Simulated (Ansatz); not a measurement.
Gradients in Bi₂S₃ at several cell volumes

Reference cell: an entry of the Crystallography Open Database (COD), ions relaxed with PBE at fixed cell.

```cif
data_Bi2S3
_symmetry_space_group_name_H-M 'Pnma'
_symmetry_Int_Tables_number 62
_cell_length_a 11.3450
_cell_length_b 3.9940
_cell_length_c 11.1930
_cell_angle_alpha 90.000
_cell_angle_beta 90.000
_cell_angle_gamma 90.000
loop_
_atom_site_label
_atom_site_type_symbol
_atom_site_symmetry_multiplicity
_atom_site_Wyckoff_symbol
_atom_site_fract_x
_atom_site_fract_y
_atom_site_fract_z
Bi1 Bi 4 c 0.4866 0.2500 0.3251
Bi5 Bi 4 c 0.3388 0.7500 0.0320
S9 S 4 c 0.2845 0.2500 0.1922
S13 S 4 c 0.5498 0.7500 0.1292
S17 S 4 c 0.3780 0.7500 0.4438
```

One atom of each set is listed.

The numbers come from a DFT calculation in Ansatz (PBE, plane waves and PAW, scalar-relativistic, 420 eV cutoff, Γ-centred 3×7×3 k-points, Fermi–Dirac smearing 0.02 eV).

The cell is scaled uniformly, and the ions relax again at each size.

```csv
V/V₀,Bi1 V_zz (η),Bi5 V_zz (η),S9 V_zz (η),S13 V_zz (η),S17 V_zz (η)
0.96,4.66 (0.76),-15.82 (0.12),-1.97 (0.06),-3.68 (0.80),-7.86 (0.02)
0.97,5.44 (0.83),-16.68 (0.11),-2.14 (0.14),-3.80 (0.87),-8.12 (0.05)
1.00,?,?,?,?,?
1.01,8.06 (0.99),-20.2 (0.09),-2.88 (0.34),4.43 (0.89),-9.07 (0.18)
1.06,-11.99 (0.87),-25.5 (0.08),-3.74 (0.56),5.39 (0.68),-10.34 (0.34)
```

Question: Fill in the row for V/V₀ = 1.00 (V_zz in 10²¹ V/m²).

Answer: Bi1: 7.66 (0.99), Bi5: -19.52 (0.08), S9: -2.67 (0.34), S13: 4.24 (0.94), S17: -8.90 (0.16). Worked for Bi5: a power law through the other 4 rows, |V_zz| = 19.27 × (V/V₀)^4.79, gives 19.27 at V/V₀ = 1.00, against 19.52 from the run (-1.3 %). Logarithmic slopes d ln|V_zz|/d ln V over the series, for the sites that change steadily: Bi5 4.8, S9 6.5, S17 2.8. Point charges on a uniformly scaled lattice would give −1; atoms that shift within the cell as it changes, and charge that moves in the bonds, make the difference.

Spin–orbit coupling is left out, which shifts gradients on Bi by a few per cent, and by more where contributions nearly cancel. On some sites the largest principal value moves to another axis along the series, and the sign of V_zz can flip with it.
